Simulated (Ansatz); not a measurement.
## Elastic constants of HfSi at -0.3 GPa (stress–strain coefficients): input and output

Method: DFT LDA, scalar-relativistic, plane waves, PAW in Ansatz 0.2.0.

Launched with:
```bash
ansatz run input.yaml --threads 4 --pin off --max-ram 12288MiB --backend cpu --events-out ev --progress --plain --runs-dir out
```

Input (bare energies are in eV):
```yaml
crystal:
  lattice:
    - [0.0, 2.6272, 2.6272]
    - [2.6272, 0.0, 2.6272]
    - [2.6272, 2.6272, 0.0]
  atoms:
    - { symbol: Hf, position: [0.0, 0.0, 0.0] }
    - { symbol: Si, position: [0.5, 0.5, 0.5] }
basis:
  ecutwfc: 420
kpoints:
  mp_grid: { grid: [10, 10, 10] }
hamiltonian:
  xc: lda
scf:
  occupations: { method: fermi_dirac, width: 0.15 }
output:
  forces: true
  stress: true
  eigenvalues: true
elastic:
  mode: relaxed_ion
  amplitude: 0.005
```

From the output:
```
--- Elastic constants: 2 strain directions × 4 members + reference (group order 48) ---
  dense FFT box of the reference and of every strained cell: 25×25×25
  strains applied: 11, 23; error gains: componentwise 1.00 (the most a stress slope's error grows in a printed constant), spectral 1.73 (1 for all six strains in a standard setting)
  C = ∂σ_k/∂η_j (tension-positive GPa; Voigt order 11 22 33 23 13 12):
       308.908     39.101     39.101     -0.000      0.000      0.000
        39.101    308.908     39.101     -0.000     -0.000      0.000
        39.101     39.101    308.908      0.000     -0.000     -0.000
        -0.000      0.000      0.000     19.055      0.000      0.000
        -0.000     -0.000      0.000      0.000     19.055      0.000
         0.000     -0.000      0.000     -0.000     -0.000     19.055
  reference stress σ⁰ (GPa):      0.311      0.311      0.311      0.000      0.000     -0.000
  C* (energy form; C + prestress term) asymmetry max|C*_kj − C*_jk| = 2.132e-14 GPa — a small one proves nothing (zero by symmetry where the batch's group is 432, −43m or m−3m); a large one is finite-difference/SCF noise where every solve ...
  moduli (Voigt/Reuss/Hill, GPa): K = 129.04/129.04/129.04   G = 65.39/29.03/47.21   E = 126.24   ν = 0.337
  mechanically stable: yes (min eigenvalue of sym C = 19.06 GPa)
  strain η (Voigt 11):  stress-route row diagonal C_11 = 308.91 GPa, energy-path curvature d²(F+E_count+ΔE)/dδ²/Ω₀ = 308.93 GPa
    cells at ±δ against ±2δ: C11 309.05 and 309.46 GPa, apart by 0.13 % of the column's largest entry
         δ    σ_11 (GPa) F (eV) n_scf n_hpsi n_pw
    -1.000e-2      -2.9509      -16086.7466102      10   44376    725   relax 0 steps, max|allowed force component| 4.00e-31 eV/Å
    -5.000e-3      -1.2762      -16086.7489916       5   34351    725   relax 0 steps, max|allowed force component| 1.27e-30 eV/Å
     5.000e-3       1.8143      -16086.7483191       5   35246    726   relax 0 steps, max|allowed force component| 3.94e-31 eV/Å
     1.000e-2       3.2382      -16086.7454544       9   45514    732   relax 0 steps, max|allowed force component| 3.70e-31 eV/Å
  strain η (Voigt 23):  stress-route row diagonal C_44 = 19.06 GPa, energy-path curvature d²(F+E_count+ΔE)/dδ²/Ω₀ = 18.92 GPa
    cells at ±δ against ±2δ: C44 19.07 and 19.09 GPa, apart by 0.15 % of the column's largest entry
         δ    σ_23 (GPa) F (eV) n_scf n_hpsi n_pw
    -1.000e-2      -0.1909      -16086.7493129       9   70717    725   relax 0 steps, max|allowed force component| 2.96e-31 eV/Å
    -5.000e-3      -0.0953      -16086.7494751       4   54669    725   relax 0 steps, max|allowed force component| 7.89e-30 eV/Å
     5.000e-3       0.0953      -16086.7494750       4   54338    725   relax 0 steps, max|allowed force component| 4.73e-30 eV/Å
     1.000e-2       0.1909      -16086.7493129       8   69983    725   relax 0 steps, max|allowed force component| 3.94e-30 eV/Å
```

The run took 17 s on 4 threads of Oxide Virtual Turin-like Processor (Zen 5) (shared host), peak memory 0.48 GiB.

The cell is the ideal cubic rocksalt prototype; whether it is the stable structure of this composition wasn't checked. In a metal, frequencies and elastic constants depend on the k mesh and the smearing, soft modes and shear constants most. Spin–orbit coupling is left out, which can shift energies with elements as heavy as these.

The least eigenvalue is 19.1 GPa; in a metal on this mesh the verdict on stability isn't firm within about 20 GPa or a tenth of the bulk modulus.